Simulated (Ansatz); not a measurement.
CaO:
```xyz
4
Lattice="4.1689 0.0000 0.0000 0.0000 4.1689 0.0000 0.0000 0.0000 3.1955" Properties=species:S:1:pos:R:3 pbc="T T T"
Ca     2.0844     0.0000     0.9373
Ca     0.0000     2.0844     2.2582
O      0.0000     0.0000     0.0000
O      2.0844     2.0844     0.0000
```

Relaxed with r²SCAN. Special points in fractions of this cell's reciprocal vectors: Γ (0.000, 0.000, 0.000); X (0.000, 0.500, 0.000); M (0.500, 0.500, 0.000); Z (0.000, 0.000, 0.500); R (0.000, 0.500, 0.500); A (0.500, 0.500, 0.500).

List the band energies nearest the valence-band maximum at these points for DFT-r²SCAN in the program Ansatz with PAW potentials.

In eV from the valence-band maximum; about four levels below and three above (degenerate sets whole), none deeper than 8.9 eV; points with the same levels are listed once.

```json
[
 {"k": "Γ", "below": "-1.35 -0.38 -0.15 -0.15", "above": "4.06 5.00 5.44"},
 {"k": "X", "below": "-1.20 -1.20 -0.51 -0.51", "above": "4.98 4.98 6.40 6.40"},
 {"k": "M", "below": "-0.73 -0.73 -0.24 -0.24", "above": "5.06 5.06 6.15 6.15"},
 {"k": "Z", "below": "-2.23 -2.23 -0.46 -0.46", "above": "6.68 6.94 6.94"},
 {"k": "R", "below": "-1.61 -1.61 -1.23 -1.23", "above": "6.46 6.46 6.56 6.56"},
 {"k": "A", "below": "-1.77 -1.77 -0.42 -0.42", "above": "5.77 5.77 6.29 6.29"}
]
```

Space group P4/nmm. The start of the workflow was typed in or built on a structure type; neither database checked (COD, Materials Project) lists it. It is not the phase usual at ambient conditions (space group No. 225). The r²SCAN relaxation kept the symmetry of its start; whether a distortion lowers the energy is not shown. The volume moved by -17 % from the start of the relaxation.

Potentials: the earlier of the program's two PAW sets.
